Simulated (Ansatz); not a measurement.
A calculation with the code Ansatz. Plane-wave DFT: natural occupations of the f shells on orthogonalised atomic orbitals at the end of the run, rising, by spin; atoms or cell relaxed as the task says.

```
cell
1.0
     2.6865    4.6531   -4.0516
     2.6865   -4.6531   -4.0516
    -5.3730    0.0000   -4.0516
Al Cu Eu
8 6 3
Direct
  0.6667 0.6667 0.1667
  0.3333 0.3333 0.8333
  0.6623 0.1660 0.6527
  0.3420 0.8339 0.3268
  0.0000 0.5000 0.0000
  0.8373 0.3167 0.3333
  0.5000 0.0000 0.0000
  0.1722 0.6638 0.6698
  0.0083 0.3308 0.6713
  0.6667 0.9989 0.3278
  0.3333 0.6667 0.0000
  0.0141 0.6609 0.3361
  0.6667 0.3333 0.0000
  0.3400 0.0007 0.6568
  0.6667 0.6667 0.6667
  0.3333 0.3333 0.3333
  0.0000 0.0000 0.0000
```

Starting moments (μB): Eu number 1 7.27, Eu number 2 7.27, Eu number 3 7.27; others 0.

- cell charge: 0 e
- spin: collinear
- scf start: atoms
- lower state search: off
- functional: PBEsol
- wave cutoff: 420 eV
- k mesh: 3, 3, 3
- k shift: 0, 0, 0 mesh steps
- gaussian smearing: 0.05 eV
- task: relax atoms

How are the f shells occupied at the end?



```csv
shell atom,shell element,shell spin,shell occupation 1 (e),shell occupation 2 (e),shell occupation 3 (e),shell occupation 4 (e),shell occupation 5 (e),shell occupation 6 (e),shell occupation 7 (e)
15,Eu,up,0.93,0.95,0.95,0.96,0.96,0.97,0.98
15,Eu,down,0,0,0,0,0,0.01,0.01
16,Eu,up,0.93,0.95,0.95,0.96,0.96,0.97,0.98
16,Eu,down,0,0,0,0,0,0.01,0.01
17,Eu,up,0.93,0.93,0.95,0.96,0.97,0.98,0.99
17,Eu,down,0,0,0,0,0.01,0.01,0.01
```

Caveats: 4f shell without a U, which puts 4f levels too near the Fermi level; occupations loosely converged; open f or d shells may hold a state above the lowest; the supercell is small.
